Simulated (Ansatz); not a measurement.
Data:

TiRu:
```cif
data_RuTi
_chemical_formula_sum 'Ti1 Ru1'
_space_group_name_H-M_alt 'P 1'
_space_group_IT_number 1
_cell_length_a 3.04561
_cell_length_b 3.04561
_cell_length_c 3.04561
_cell_angle_alpha 90.000
_cell_angle_beta 90.000
_cell_angle_gamma 90.000
loop_
_space_group_symop_operation_xyz
  'x, y, z'
loop_
_atom_site_label
_atom_site_type_symbol
_atom_site_fract_x
_atom_site_fract_y
_atom_site_fract_z
_atom_site_occupancy
Ti1 Ti 0.50000 0.50000 0.50000 1
Ru1 Ru 0.00000 0.00000 0.00000 1
```

This is the PBEsol-relaxed structure.

Question: All from PBEsol in the plane-wave PAW code Ansatz, unless another level is named. Give the Debye temperature from the elastic constants.

Answer: 499 K.

Question: What about the elastic constants (relaxed ions, GPa)?

Answer: C11 = 447, C12 = 127, C44 = 92.7.

Space group Pm-3m (CsCl type). The workflow started from an entry of the Crystallography Open Database (COD). Whether it is the stable phase at ambient conditions was not checked. The cell was relaxed with PBEsol under the symmetry of its start; whether a distortion lowers the energy is not shown. The run is not spin-polarised. As this level gives no gap, shear constants depend on the k-mesh and smearing (Fermi–Dirac, 0.1 eV here).

Potentials: the later of the program's two PAW sets.
